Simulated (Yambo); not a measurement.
LiIOH$_{2}$ (space group Pmma, No. 51), G0W0@LDA (Yambo, plasmon pole, terminator in G, 2×2×2 mesh): gap (0, -0.5, 0) → Γ in eV by bands and screening block.

```
bands (W and G)        2 Ry  3 Ry  4 Ry  6 Ry        7 Ry
---------------  ----------  ----  ----  ----  ----------
48                     5.41  5.45  5.51  5.55        5.56
78                     5.29  5.37  5.46  5.53        5.56
118              (withheld)  5.33  5.45  5.53        5.57
168                    5.22  5.31  5.44  5.54  (withheld)
219                    5.21  5.31  5.44  5.55  (withheld)
```

Task: Estimate the withheld gaps from their neighbours; the computed values follow.

Result: 
- 118, 2 Ry: 5.24
- 168, 7 Ry: 5.59
- 219, 7 Ry: 5.60

The largest settings aren't shown to be the converged limit.

Spin-orbit coupling is not included.

Geometry of the Materials Project entry, not relaxed at this level; primitive cell a = 6.4345 Å, b = 4.3971 Å, c = 5.6203 Å, α = 90.00°, β = 90.00°, γ = 90.00°.

The structure is a Materials Project entry; no match was found in the copy of COD used, and its stability was not checked.

The distance between layers or molecules is the database entry's, not relaxed here. Functionals without dispersion can leave it too large, which widens gaps and weakens the response across layers: the numbers belong to this cell.
